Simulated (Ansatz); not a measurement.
An Ansatz input:

```yaml
crystal:
  lattice:
    - [4.059140466, 0.0, 0.0]
    - [0.0, 4.059140466, 0.0]
    - [0.0, 0.0, 4.059140466]
  atoms:
    - { symbol: Ba, position: [0.0, 0.0, 0.0] }
hamiltonian:
  xc: r2scan
  pseudopotentials:
    kind: paw
    azcp:
      Ba: "pseudopotentials/Ba.paw.azcp"
basis:
  ecutwfc: 500
  fft_grid_basis: typed
kpoints:
  mp_grid: { grid: [9, 9, 9], shift: [0, 0, 0] }
magnetization:
  spin_polarized: false
scf:
  occupations: { method: fermi_dirac, width: 0.1 }
  lower_state_search: "off"
output:
  stress: true
```

Terminal output

```
Engine: ansatz 0.2.0, x86_64-unknown-linux-gnu
Pseudopotentials: kind: paw
Pseudopotential: Ba, paw, valence charge 10, recommended cutoff 500 eV (meta_gga) 
Functional definition: r2SCAN
  parameter k0 = 0.174
  parameter k1 = 0.065
  parameter a1 = 4.9479
  exchange = r2scan_x(k0 = k0, k1 = k1, a1 = a1)
  correlation = r2scan_c
Crystal: 1 atoms, lattice volume = 66.881 Å³
Basis set: ecut = 500 eV, 1743 PW (Γ), exchange–correlation on 120×120×120 points (64 copies of the dense FFT grid, shifted against one another)
Bands: 9, of which v1, the nominal top of the filled ones, is band 5 counted from 1 (4 counted from 0)
Symmetry: 48 space group operations
Space group: Pm-3m (ITA 221), of the structure as read, at distance tolerance 4.1e-5 Å
k-points: 35 of 729
Non-local potential: Ba, projectors of the file, l = 0: 3, l = 1: 2, l = 2: 2, l = 3: 2
PAW form: soft (Blöchl's): semilocal exchange-correlation on the pseudo side does not see the compensation charge
PAW frozen core: Ba, regenerated for the run's functional (the file was generated under x = pbe(κ = 0.804, μ = 0.2195149727645171), c = pbe(β = 0.06672455060314922))
PAW one-centre angular grid: Ba, 302 points (default); XC on 160 Gauss nodes
Initial density: superposition of atomic densities (neutral atoms: chi_scale 0, normalization atom), corrected by the library's trained network
Initial wavefunctions: pseudopotential atomic-orbital guess
Functional: x = r2scan, c = r2scan; τ floored in thin density (d = 2e-4 eV/Å³)
SCF iter   1: F=-5964.203400 eV  HF=-5964.172081 eV  |F-HF|=3.13e-2  |Δ(HF+E_count)|=         —  Δρ=4.09e-3  dr2=3.03e-2  dr2_τ=1.21e-3  ethr=1.77e-3  ⟨swp⟩=7.5  Hψ=3066  notcnv=0
SCF iter   2: F=-5964.209976 eV  HF=-5964.217105 eV  |F-HF|=7.13e-3  |Δ(HF+E_count)|=   4.50e-2  Δρ=2.88e-3  dr2=1.69e-2  dr2_τ=1.75e-4  ethr=3.03e-4  ⟨swp⟩=2.9  Hψ=867  notcnv=0
SCF iter   3: F=-5964.213286 eV  HF=-5964.213258 eV  |F-HF|=2.81e-5  |Δ(HF+E_count)|=   3.85e-3  Δρ=4.49e-4  dr2=4.44e-4  dr2_τ=1.58e-5  ethr=1.69e-4  ⟨swp⟩=3.0  Hψ=570  notcnv=0
SCF iter   4: F=-5964.213403 eV  HF=-5964.213401 eV  |F-HF|=2.09e-6  |Δ(HF+E_count)|=   1.43e-4  Δρ=6.23e-5  dr2=1.33e-6  dr2_τ=4.55e-7  ethr=4.44e-6  ⟨swp⟩=2.1  Hψ=470  notcnv=0
SCF iter   5: F=-5964.213404 eV  HF=-5964.213404 eV  |F-HF|=1.24e-7  |Δ(HF+E_count)|=   3.05e-6  Δρ=1.66e-5  dr2=1.15e-7  dr2_τ=1.09e-8  ethr=1.33e-8  ⟨swp⟩=2.0  Hψ=538  notcnv=0
SCF iter   6: F=-5964.213404 eV  HF=-5964.213404 eV  |F-HF|=1.79e-9  |Δ(HF+E_count)|=   1.33e-7  Δρ=1.48e-6  dr2=1.69e-9  dr2_τ=1.06e-10  ethr=1.00e-9  ⟨swp⟩=4.2  Hψ=1023  notcnv=0
SCF 1 converged in 6 iterations: F = -5964.213404 eV  dr2 = 1.69e-9
SCF converged after 6 iterations
Free energy (F): -5964.213404 eV
Harris-Foulkes:  -5964.213404 eV  (|F-HF|=1.79e-9)
Internal energy: -5964.188445 eV  (E = F + TS)
E sigma→0 (E₀):  -5964.200924 eV
Entropy (-TS):   -0.024959 eV (-24.959 meV/atom)
Fermi energy:    5.438967 eV
--- Per-component energies (eV) ---
  E_band       = -98.262547
  E_kinetic    = 166.004765
  E_local      = -405.154864  (includes V_loc(G=0)·N_el)
  E_nonlocal   = 55.748638
  E_hartree    = 128.920706
  E_xc         = -154.963251
  E_vxc        = -144.598015  (∫ρ·V_xc dr)
  E_paw        = -5251.554641  (= ΣΔE_a)
  E_vpaw       = -35.265538  (= ΣTr[D̂ρ^β])
  E_aug_tail   = -0.000001  (compensation charges beyond the density's cutoff)
  E_vtau       = 7.160796  (kinetic-family band-sum trace: ∫τ·v_τ [+ j·A + Jᵃ·Aᵃ] dr)
  E_ewald      = -503.260212
  E_core_change = 0.070416  (= ΣΔE_core)
  E_smearing   = -0.024959  (= −TS)
  E_closure    = -0.000000  (closes the sum)
  Σ components = -5964.213404   (vs F -5964.213404, Δ=0.00e0)
--- Stress (GPa, compression-positive) ---
       -0.701292       0.000000      -0.000000
        0.000000      -0.701292       0.000000
        0.000000       0.000000      -0.701292
  P = ⅓ Tr σ = -0.7013 GPa (-7.013 kbar)
```

Launched by

```sh
ansatz run input.yaml --threads 1 --pin off --max-ram 3584MiB --backend cpu --events-out ev --progress --plain --runs-dir out
```

On 1 thread of Intel(R) Xeon(R) Platinum 8259CL CPU @ 2.50GHz (Skylake/Cascade Lake) (shared host) this took about 6.8 s of wall time and 6.7 s of CPU time.
